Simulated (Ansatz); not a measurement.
Ga2O3:
```cif
data_Ga6O9
_chemical_formula_sum 'Ga6 O9'
_space_group_name_H-M_alt 'R-3m :H'
_space_group_IT_number 166
_space_group_name_Hall '-R 3 2"'
_cell_length_a 2.97897
_cell_length_b 2.97897
_cell_length_c 20.71180
_cell_angle_alpha 90.000
_cell_angle_beta 90.000
_cell_angle_gamma 120.000
loop_
_atom_site_label
_atom_site_type_symbol
_atom_site_symmetry_multiplicity
_atom_site_Wyckoff_symbol
_atom_site_fract_x
_atom_site_fract_y
_atom_site_fract_z
_atom_site_occupancy
Ga1 Ga 6 c 0.00000 0.00000 0.40062 1
O1 O 3 a 0.00000 0.00000 0.00000 1
O2 O 6 c 0.00000 0.00000 0.23122 1
```
(The calculation used a cell of 5 atoms; values per cell refer to that cell.)

Relaxed with r²SCAN+D4. The program Ansatz at the r²SCAN+D4 level (PAW) gives a gap of 3.23 eV.

What gap does HSE06 give on the same cell (Ansatz, PAW)?

4.29 eV, 1.06 eV more. The hybrid was solved on a coarser mesh and at special points; its gap is the smallest among all of these.

Cost on shared cores: the r²SCAN+D4 run (SCF on a 11×11×11 mesh, then bands and DOS) around 80 core-seconds (rough), the HSE06 run (SCF on 6×6×6, then a few points) very roughly 80 core-seconds; the tasks are unlike.

The cell is a constructed one: a structure type filled with these elements; neither database checked (COD, Materials Project) lists it. It is not the phase usual at ambient conditions (space group No. 12, 167). Symmetry was held in the r²SCAN+D4 relaxation. At this level the phase is mechanically unstable. Scalar-relativistic: spin–orbit coupling is off unless named, which matters more the heavier the elements.

Potentials: the earlier of the program's two PAW sets.
